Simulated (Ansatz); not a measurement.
The computed numbers are results of PBE+U (U_eff = 6 eV on X's open shell), scalar-relativistic (collinear spin) in the plane-wave PAW code Ansatz at 420 eV, Γ-centred 10×10×10 mesh, 0.05 eV Gaussian smearing; PAW files: Ansatz's generated set soft_2.

A crystal of composition XO, relaxed at this level of theory, gives this pattern between 10° and 80°.

Cu Kα1 powder pattern (kinematic, no thermal factors).
| 2θ (°) | relative intensity |
| --- | --- |
| 29.43 | 85 |
| 42.10 | 100 |
| 52.20 | 24 |
| 61.06 | 16 |
| 69.22 | 32 |
| 76.95 | 32 |

Problem. Which lattice and cell does the pattern come from?

Solution. Cubic, space group Pm-3m (No. 221), a = 3.033 Å, b = 3.033 Å, c = 3.033 Å, α = 90.00°, β = 90.00°, γ = 90.00°. The line positions fix the lattice at most, not the space group, and lines under 1 % of the strongest aren't listed; this is the group of the computed cell.

A compound XO has these computed properties.

* Band gap: zero (metallic)
* Density of states at the Fermi level: 0.28 states/(eV·atom)
* Magnetic state: ferromagnetic
* Site spin moments: X 7.18 μB
* Spin moment of the cell: 7.51 μB
* Bader charges: X 1.36; O -1.36 e
* f electrons (orthogonalised atomic orbitals): X 7.03
* Bulk modulus (Birch–Murnaghan): 132 GPa
* Pressure derivative B0′: 5.2

Sites: X on 1a, O on 1b.

Problem. Which element is X?
A. Sm
B. Eu
C. Gd
D. Dy

Solution. C. X is Gd, so the compound is GdO.

This is a trial structure; measured cells of the compound in the Crystallography Open Database are in space group F-43m.

These numbers lack spin–orbit coupling. The run wasn't fully tested for a lower electronic state. Site moments are of spin, integrated over atomic spheres. A U of this size is made for insulators; in a metal, as here, it tends to take f weight out of the bonding and to swell the cell.
